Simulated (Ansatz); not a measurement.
Starting cell, MoTe2 (space group P2_1/m):

```
CELL_PARAMETERS angstrom
      6.29211     0.00000     0.00000
      0.00000     3.43888     0.00000
     -0.88906     0.00000    13.33711
ATOMIC_POSITIONS crystal
  Te 0.55718 0.25000 0.34749
  Te 0.44282 0.75000 0.65251
  Te 0.58705 0.75000 0.10480
  Te 0.41295 0.25000 0.89520
  Te 0.09494 0.25000 0.15307
  Te 0.90506 0.75000 0.84693
  Mo 0.32002 0.25000 0.50661
  Mo 0.67998 0.75000 0.49339
  Te 0.05545 0.75000 0.39487
  Te 0.94455 0.25000 0.60513
  Mo 0.18171 0.75000 0.00789
  Mo 0.81829 0.25000 0.99211
```

The atoms are displaced by Q × the pattern below (from a DFPT mode at Γ, largest move 1; Q in Å), at fixed cell.

```tsv
atom	x	y	z
Te1	0.000	0.707	0.000
Te2	0.000	-0.707	0.000
Te3	0.000	-0.172	0.000
Te4	0.000	0.172	0.000
Te5	0.000	1.000	0.000
Te6	0.000	-1.000	0.000
Mo7	0.000	-0.363	0.000
Mo8	0.000	0.363	0.000
Te9	0.000	0.033	0.000
Te10	0.000	-0.033	0.000
Mo11	0.000	0.476	0.000
Mo12	0.000	-0.476	0.000
```

Method: LDA (plane waves to 420 eV, PAW, scalar-relativistic; Ansatz, an electronic-structure program). k mesh 6×11×3 (Γ-centred), Fermi-Dirac smearing 0.05 eV. The energy includes the smearing's −TS. With partly filled bands, energies and forces of such displacements shift with the k mesh and the smearing. MoTe2 is run without spin polarisation. MoTe2 was relaxed with its symmetry unable to fall. Spin-orbit coupling is left out, though Te is heavy. The zero of ΔE is the undisplaced structure. The last digit holds for this mesh only.

```csv
Q (Å),ΔE (meV/cell)
-0.1000,withheld
-0.0833,55.6
-0.0667,35.6
-0.0500,20.0
-0.0333,8.9
-0.0167,2.2
0.0000,0.0
0.0167,2.2
0.0333,8.9
0.0500,20.0
0.0667,35.6
0.0833,55.6
0.1000,withheld
```

**Question.** Fit an even polynomial form (powers 2, 4) to the given rows and predict ΔE at Q = 0.1000.

**Answer.** Least squares on the 11 given rows: ΔE = (7993)·Q² + (2730)·Q⁴, in meV/cell with Q in Å; root-mean-square residual 0.02 meV/cell. At 0.1000 the fit gives 80.2 meV/cell; the calculation gives 80.0 meV/cell, so the extrapolation is off by 0.2 (+0.3 %). The quadratic term alone would give 79.9 meV/cell.

(For displaced atoms, the force is minus the slope of the energy, and its curvature is a force constant, which sets phonon frequencies.)
